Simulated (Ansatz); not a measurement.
Consider the following.

Zr2AlN:
```cif
data_Al2N2Zr4
_chemical_formula_sum 'Zr4 Al2 N2'
_space_group_name_H-M_alt 'P63/mmc'
_space_group_IT_number 194
_space_group_name_Hall '-P 6c 2c'
_cell_length_a 3.24386
_cell_length_b 3.24386
_cell_length_c 14.40215
_cell_angle_alpha 90.000
_cell_angle_beta 90.000
_cell_angle_gamma 120.000
loop_
_atom_site_label
_atom_site_type_symbol
_atom_site_symmetry_multiplicity
_atom_site_Wyckoff_symbol
_atom_site_fract_x
_atom_site_fract_y
_atom_site_fract_z
_atom_site_occupancy
Zr1 Zr 4 f 0.33333 0.66667 0.08869 1
Al1 Al 2 d 0.66667 0.33333 0.25000 1
N1 N 2 a 0.00000 0.00000 0.00000 1
```

This is the r²SCAN-relaxed structure.

Question: All from r²SCAN (plane waves, PAW; program Ansatz), unless another level is named. Estimate the formation energy from the elements (no fitted shifts).

Answer: -1.21 eV/atom.

Question: And the density of states at the Fermi level?

Answer: 0.37 states/eV per atom (mean over ±0.08 eV).

Question: Predict the gap with spin–orbit coupling.

Answer: none (metallic).

Space group P6_3/mmc. The first step of the workflow began from a Materials Project structure, measured or hypothetical; the Crystallography Open Database copy checked does not list it. Its standing as an ambient phase is unchecked. The cell was relaxed with r²SCAN under the symmetry of its start; its stability against distortions is not shown here. The run is not spin-polarised. The references are the lowest solids computed at this level, not always the standard phases (solids in place of the gases). Scalar-relativistic: spin–orbit coupling is off unless named, which matters more the heavier the elements.

Potentials: the later of the program's two PAW sets.
